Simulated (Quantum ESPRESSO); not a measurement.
pw.x input (Quantum ESPRESSO 7.5; PBEsol, PseudoDojo standard norm-conserving files, scalar-relativistic):

```
&CONTROL
  calculation = 'scf'
  pseudo_dir = './pseudo'
  outdir = './out'
  tprnfor = .true.
  tstress = .true.
/
&SYSTEM
  ibrav = 0
  nat = 2
  ntyp = 2
  ecutwfc = 74.0
  ecutrho = 296.0
  occupations = 'smearing'
  smearing = 'fd'
  degauss = 0.002
  nbnd = 12
/
&ELECTRONS
  conv_thr = 2e-10
/
ATOMIC_SPECIES
K 39.0983 K.upf
Br 79.9040 Br.upf
CELL_PARAMETERS angstrom
  0.000000000000   3.274333585000   3.274333585000
  3.274333585000   0.000000000000   3.274333585000
  3.274333585000   3.274333585000   0.000000000000
ATOMIC_POSITIONS crystal
K   0.000000000000   0.000000000000   0.000000000000
Br   0.500000000000   0.500000000000   0.500000000000
K_POINTS automatic
8 8 8 0 0 0
```

End of the output:

```
     total energy              =     -91.68152616 Ry
     estimated scf accuracy    <       0.00000013 Ry
     total energy              =     -91.68152617 Ry
     estimated scf accuracy    <          6.1E-09 Ry
     total energy              =     -91.68152618 Ry
     estimated scf accuracy    <          2.8E-10 Ry
[...]
     the Fermi energy is     1.9726 ev
!    total energy              =     -91.68152618 Ry
     estimated scf accuracy    <          4.9E-11 Ry
     smearing contrib. (-TS)   =      -0.00000000 Ry
     internal energy E=F+TS    =     -91.68152618 Ry
     The total energy is F=E-TS. E is the sum of the following terms:
     one-electron contribution =     -28.35984213 Ry
     hartree contribution      =      18.96519768 Ry
     xc contribution           =     -23.02810952 Ry
     ewald contribution        =     -59.25877221 Ry
     convergence has been achieved in   9 iterations
     Forces acting on atoms (cartesian axes, Ry/au):
     atom    1 type  1   force =    -0.00000000   -0.00000000    0.00000000
     atom    2 type  2   force =    -0.00000000    0.00000000   -0.00000000
     Total force =     0.000000     Total SCF correction =     0.000000
     Computing stress (Cartesian axis) and pressure
          total   stress  (Ry/bohr**3)                   (kbar)     P=       -0.03
  -0.00000019  -0.00000000  -0.00000000           -0.03       -0.00       -0.00
  -0.00000000  -0.00000019   0.00000000           -0.00       -0.03        0.00
  -0.00000000   0.00000000  -0.00000019           -0.00        0.00       -0.03
```
In a gapped system the printed Fermi energy is only some level inside the gap.

Spin-orbit coupling is not included.

Geometry relaxed with PBEsol.
